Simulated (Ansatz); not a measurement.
GaAs (NiAs type, P6_3/mmc) at seven volumes, plane-wave PAW PBE (Ansatz code), shape and atoms relaxed at each. One row is withheld.

```tsv
V (Å³/atom)	P (GPa)
18.018	8.07
18.612	4.95
19.206	?
19.800	0.02
20.394	-1.84
20.988	-3.41
21.582	-4.66
```

### Question
Fit the shown pressures and predict the withheld one.

### Answer
P = (3/2)B₀(x^(7/2) − x^(5/2))[1 + (3/4)(B′ − 4)(x − 1)] with x = (V₀/V)^(2/3). Least squares on the six rows gives V₀ = 19.808 Å³/atom, B₀ = 67.5 GPa, B′ = 4.95. At V = 19.206, x = 1.0208 and P = 2.25 GPa. The run itself gave 2.28 GPa.

The cell is a constructed one: a structure type filled with these elements; neither database checked (COD, Materials Project) lists it. It is not the phase usual at ambient conditions (space group No. 216). The cell keeps a stress of up to 0.2 GPa. Symmetry was held in the PBE relaxation; its stability against distortions is not shown here.

Potentials: the later of the program's two PAW sets.
